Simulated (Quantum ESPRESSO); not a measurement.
AlSi2FO5, finding a planted mistake in a log

Simulated, not a measurement. The program is pw.x of Quantum ESPRESSO 7.5 (plane-wave density functional theory). The cell is made up: 9 atoms on a quartz lattice, with randomly drawn elements, strain and displacements, not relaxed. PseudoDojo standard norm-conserving files (v0.5 for PBE, v0.4.1 for LDA and PBEsol) set the functional; there is no spin polarisation, spin-orbit coupling or dispersion term, and the masses in the input are unused placeholders.

Intended input:

```
&control calculation='scf', pseudo_dir='./dojo.nc.sr.pbe.v0_5.standard.upf', outdir='./o', disk_io='low', tprnfor=.true., tstress=.true. /
&system ibrav=0, nat=9, ntyp=4, nbnd=30, ecutwfc=84.00895049, nosym=.true., tot_charge=0,
 occupations='smearing', smearing='fd', degauss=0.0018374661
/
&electrons conv_thr=7.350e-09, electron_maxstep=60, /
ATOMIC_SPECIES
Al 1.0 Al.upf
F 1.0 F.upf
O 1.0 O.upf
Si 1.0 Si.upf
CELL_PARAMETERS angstrom
4.9859 0.0352 -0.0297
-2.4625 4.2916 -0.0424
-0.0326 -0.0726 5.4903
ATOMIC_POSITIONS angstrom
Al 2.1976 -0.0869 3.6967
Si -1.0442 2.1304 1.7425
Si 1.3627 2.2137 0.0678
F 1.3599 1.1314 4.3
O 3.3369 0.5056 2.6139
O 2.8371 2.4719 0.4604
O 0.2777 1.9293 1.1306
O -1.0384 3.0329 3.0557
O 0.8575 3.7138 4.6542
K_POINTS automatic
5 5 4 1 1 1
```

The log is shortened where brackets say so; the opening notice, blank lines, dates and the lines on written files are dropped, and the path of the files is cut. It prints rydbergs, bohrs and kilobars, and counts compression as positive stress. Where no state is partly filled, the Fermi energy that it prints is only some level between the filled and the empty states on the mesh, and need not lie in the true gap.

Log of the intended run:

```
     Program PWSCF v.7.5
     Parallel version (MPI & OpenMP), running on       4 processor cores
     Number of MPI processes:                 4
     Threads/MPI process:                     1
     [start-up lines left out]
     bravais-lattice index     =            0
     lattice parameter (alat)  =       9.4224  a.u.
     unit-cell volume          =     795.8295 (a.u.)^3
     number of atoms/cell      =            9
     number of atomic types    =            4
     number of electrons       =        48.00
     number of Kohn-Sham states=           30
     kinetic-energy cutoff     =      84.0090  Ry
     charge density cutoff     =     336.0358  Ry
     scf convergence threshold =      7.3E-09
     mixing beta               =       0.7000
     number of iterations used =            8  plain     mixing
     Exchange-correlation= PBE
                           (   1   4   3   4   0   0   0)
     [axes and pseudopotential details left out]
   Cartesian axes
     site n.     atom                  positions (alat units)
         1        Al     tau(   1) = (   0.4407441  -0.0174284   0.7413992  )
         2        Si     tau(   2) = (  -0.2094217   0.4272667   0.3494706  )
         3        Si     tau(   3) = (   0.2732991   0.4439731   0.0135978  )
         4        F      tau(   4) = (   0.2727375   0.2269102   0.8623953  )
         5        O      tau(   5) = (   0.6692388   0.1014016   0.5242360  )
         6        O      tau(   6) = (   0.5690004   0.4957569   0.0923365  )
         7        O      tau(   7) = (   0.0556947   0.3869347   0.2267498  )
         8        O      tau(   8) = (  -0.2082584   0.6082694   0.6128421  )
         9        O      tau(   9) = (   0.1719777   0.7448287   0.9334326  )
     number of k points=    50  Fermi-Dirac smearing, width (Ry)=  0.0018
                       cart. coord. in units 2pi/alat
        k(    1) = (   0.0994664   0.1744066   0.1164178), wk =   0.0400000
        k(    2) = (   0.1007979   0.1774142   0.3435074), wk =   0.0400000
     [further k points left out]
     Dense  grid:    82831 G-vectors     FFT dimensions: (  60,  60,  64)
     Estimated max dynamical RAM per process >     170.06 MB
     Estimated total dynamical RAM >     619.59 MB
     Initial potential from superposition of free atoms
     starting charge      47.9963, renormalised to      48.0000
     Starting wfcs are   36 randomized atomic wfcs
     total cpu time spent up to now is        2.7 secs
     per-process dynamical memory:   130.5 Mb
     Self-consistent Calculation
     iteration #  1     ecut=    84.01 Ry     beta= 0.70
     Davidson diagonalization with overlap
     ethr =  1.00E-02,  avg # of iterations =  3.0
     total cpu time spent up to now is        7.3 secs
     total energy              =    -235.48010520 Ry
     estimated scf accuracy    <       2.87039643 Ry
     iteration #  2     ecut=    84.01 Ry     beta= 0.70
     Davidson diagonalization with overlap
     ethr =  5.98E-03,  avg # of iterations =  2.1
     total cpu time spent up to now is       11.6 secs
     total energy              =    -235.99646597 Ry
     estimated scf accuracy    <       3.18587573 Ry
     [iterations 3 to 10 left out]
     iteration # 11     ecut=    84.01 Ry     beta= 0.70
     Davidson diagonalization with overlap
     ethr =  5.47E-10,  avg # of iterations =  2.0
     total cpu time spent up to now is       48.4 secs
     total energy              =    -236.70309195 Ry
     estimated scf accuracy    <       0.00000004 Ry
     iteration # 12     ecut=    84.01 Ry     beta= 0.70
     Davidson diagonalization with overlap
     ethr =  8.82E-11,  avg # of iterations =  2.0
     total cpu time spent up to now is       52.2 secs
     End of self-consistent calculation
     [lines on levels left out]
     the Fermi energy is     5.6318 ev
!    total energy              =    -236.70309196 Ry
     estimated scf accuracy    <          3.0E-09 Ry
     smearing contrib. (-TS)   =       0.00000000 Ry
     internal energy E=F+TS    =    -236.70309196 Ry
     The total energy is F=E-TS. E is the sum of the following terms:
     one-electron contribution =    -120.36271798 Ry
     hartree contribution      =      85.78787182 Ry
     xc contribution           =     -62.40830258 Ry
     ewald contribution        =    -139.71994322 Ry
     convergence has been achieved in  12 iterations
     Forces acting on atoms (cartesian axes, Ry/au):
     atom    1 type  1   force =     0.18273417    0.09569846   -0.08380427
     atom    2 type  4   force =    -0.36669192   -0.14608030    0.22788098
     atom    3 type  4   force =    -0.04667209    0.30291056   -0.13338219
     atom    4 type  2   force =    -0.12785564    0.09384055    0.05111203
     atom    5 type  3   force =     0.07624744    0.19153065   -0.18742826
     atom    6 type  3   force =     0.10290539   -0.00595962    0.07122795
     atom    7 type  3   force =     0.20759984   -0.08855304   -0.07074205
     atom    8 type  3   force =    -0.19286070   -0.20771855   -0.15786323
     atom    9 type  3   force =     0.16459353   -0.23566871    0.28299904
     Total force =     0.902245     Total SCF correction =     0.000085
     Computing stress (Cartesian axis) and pressure
          total   stress  (Ry/bohr**3)                   (kbar)     P=      181.30
   0.00206431  -0.00003309  -0.00014408          303.67       -4.87      -21.19
  -0.00003309   0.00057516   0.00108834           -4.87       84.61      160.10
  -0.00014408   0.00108834   0.00105789          -21.19      160.10      155.62
     init_run     :      2.52s CPU      2.62s WALL (       1 calls)
     electrons    :     49.12s CPU     49.54s WALL (       1 calls)
     forces       :      0.82s CPU      0.82s WALL (       1 calls)
     stress       :      2.66s CPU      2.66s WALL (       1 calls)
     [timing details left out]
     PWSCF        :     55.20s CPU     55.77s WALL
     JOB DONE.
```

A second run was made from an input with one planted mistake. Its log:

```
     Program PWSCF v.7.5
     Parallel version (MPI & OpenMP), running on       4 processor cores
     Number of MPI processes:                 4
     Threads/MPI process:                     1
     [start-up lines left out]
     bravais-lattice index     =            0
     lattice parameter (alat)  =       9.4224  a.u.
     unit-cell volume          =     795.8295 (a.u.)^3
     number of atoms/cell      =            9
     number of atomic types    =            4
     number of electrons       =        48.00
     number of Kohn-Sham states=           30
     kinetic-energy cutoff     =      84.0090  Ry
     charge density cutoff     =     336.0358  Ry
     scf convergence threshold =      1.5E-02
     mixing beta               =       0.7000
     number of iterations used =            8  plain     mixing
     Exchange-correlation= PBE
                           (   1   4   3   4   0   0   0)
     [axes and pseudopotential details left out]
   Cartesian axes
     site n.     atom                  positions (alat units)
         1        Al     tau(   1) = (   0.4407441  -0.0174284   0.7413992  )
         2        Si     tau(   2) = (  -0.2094217   0.4272667   0.3494706  )
         3        Si     tau(   3) = (   0.2732991   0.4439731   0.0135978  )
         4        F      tau(   4) = (   0.2727375   0.2269102   0.8623953  )
         5        O      tau(   5) = (   0.6692388   0.1014016   0.5242360  )
         6        O      tau(   6) = (   0.5690004   0.4957569   0.0923365  )
         7        O      tau(   7) = (   0.0556947   0.3869347   0.2267498  )
         8        O      tau(   8) = (  -0.2082584   0.6082694   0.6128421  )
         9        O      tau(   9) = (   0.1719777   0.7448287   0.9334326  )
     number of k points=    50  Fermi-Dirac smearing, width (Ry)=  0.0018
                       cart. coord. in units 2pi/alat
        k(    1) = (   0.0994664   0.1744066   0.1164178), wk =   0.0400000
        k(    2) = (   0.1007979   0.1774142   0.3435074), wk =   0.0400000
     [further k points left out]
     Dense  grid:    82831 G-vectors     FFT dimensions: (  60,  60,  64)
     Estimated max dynamical RAM per process >     170.06 MB
     Estimated total dynamical RAM >     619.59 MB
     Initial potential from superposition of free atoms
     starting charge      47.9963, renormalised to      48.0000
     Starting wfcs are   36 randomized atomic wfcs
     total cpu time spent up to now is        2.7 secs
     per-process dynamical memory:   130.5 Mb
     Self-consistent Calculation
     iteration #  1     ecut=    84.01 Ry     beta= 0.70
     Davidson diagonalization with overlap
     ethr =  1.00E-02,  avg # of iterations =  3.0
     total cpu time spent up to now is        7.3 secs
     total energy              =    -235.48010520 Ry
     estimated scf accuracy    <       2.87039643 Ry
     iteration #  2     ecut=    84.01 Ry     beta= 0.70
     Davidson diagonalization with overlap
     ethr =  5.98E-03,  avg # of iterations =  2.1
     total cpu time spent up to now is       11.7 secs
     total energy              =    -235.99646597 Ry
     estimated scf accuracy    <       3.18587573 Ry
     iteration #  3     ecut=    84.01 Ry     beta= 0.70
     Davidson diagonalization with overlap
     ethr =  5.98E-03,  avg # of iterations =  2.0
     total cpu time spent up to now is       15.6 secs
     total energy              =    -236.66703982 Ry
     estimated scf accuracy    <       0.22594209 Ry
     iteration #  4     ecut=    84.01 Ry     beta= 0.70
     Davidson diagonalization with overlap
     ethr =  4.71E-04,  avg # of iterations =  2.0
     total cpu time spent up to now is       19.5 secs
     total energy              =    -236.69829866 Ry
     estimated scf accuracy    <       0.01847942 Ry
     iteration #  5     ecut=    84.01 Ry     beta= 0.70
     Davidson diagonalization with overlap
     ethr =  3.85E-05,  avg # of iterations =  7.1
     total cpu time spent up to now is       24.6 secs
     End of self-consistent calculation
     [lines on levels left out]
     the Fermi energy is     5.5619 ev
!    total energy              =    -236.70091078 Ry
     estimated scf accuracy    <       0.00399468 Ry
     smearing contrib. (-TS)   =       0.00000000 Ry
     internal energy E=F+TS    =    -236.70091078 Ry
     The total energy is F=E-TS. E is the sum of the following terms:
     one-electron contribution =    -120.40395575 Ry
     hartree contribution      =      85.84202933 Ry
     xc contribution           =     -62.41904114 Ry
     ewald contribution        =    -139.71994322 Ry
     convergence has been achieved in   5 iterations
     Forces acting on atoms (cartesian axes, Ry/au):
     atom    1 type  1   force =     0.17611072    0.09672485   -0.08536596
     atom    2 type  4   force =    -0.36608815   -0.14801407    0.23000375
     atom    3 type  4   force =    -0.04921303    0.30637191   -0.13290045
     atom    4 type  2   force =    -0.12539710    0.09197213    0.05476817
     atom    5 type  3   force =     0.07913932    0.19189642   -0.19103581
     atom    6 type  3   force =     0.10283337   -0.00559582    0.06848500
     atom    7 type  3   force =     0.20656418   -0.08752516   -0.07301678
     atom    8 type  3   force =    -0.19166598   -0.20764546   -0.15665473
     atom    9 type  3   force =     0.16771668   -0.23818481    0.28571681
     Total force =     0.905012     Total SCF correction =     0.113552
     SCF correction compared to forces is large: reduce conv_thr to get better values
     Computing stress (Cartesian axis) and pressure
          total   stress  (Ry/bohr**3)                   (kbar)     P=      193.64
   0.00214653  -0.00001603  -0.00009442          315.77       -2.36      -13.89
  -0.00001603   0.00066377   0.00103305           -2.36       97.64      151.97
  -0.00009442   0.00103305   0.00113878          -13.89      151.97      167.52
     init_run     :      2.54s CPU      2.65s WALL (       1 calls)
     electrons    :     21.53s CPU     21.94s WALL (       1 calls)
     forces       :      0.78s CPU      0.80s WALL (       1 calls)
     stress       :      2.49s CPU      2.49s WALL (       1 calls)
     [timing details left out]
     PWSCF        :     27.42s CPU     27.99s WALL
     JOB DONE.
```

Question: what was wrong in the second input?

Answer: the self-consistency threshold is too loose. The input lines that differ, file-writing options aside:

```
- &electrons conv_thr=7.350e-09, electron_maxstep=60, /
+ &electrons conv_thr=1.470e-02, electron_maxstep=60, /
```

```
                                            intended run  run with the mistake
                          free energy (eV)     -3220.510             -3220.480
                    smearing term -TS (eV)        0.0000                0.0000
                            pressure (GPa)         18.13                 19.36
            largest force component (eV/Å)         9.428                 9.413
largest change of a force component (eV/Å)                               0.170
                                iterations            12                     5
```

For scale, a rerun of the intended cell at a cutoff of 1437 eV and k mesh 7 x 7 x 6 moved values by no more than 0.003 eV in energy, 0.02 GPa in stress and 0.002 eV/Å in force.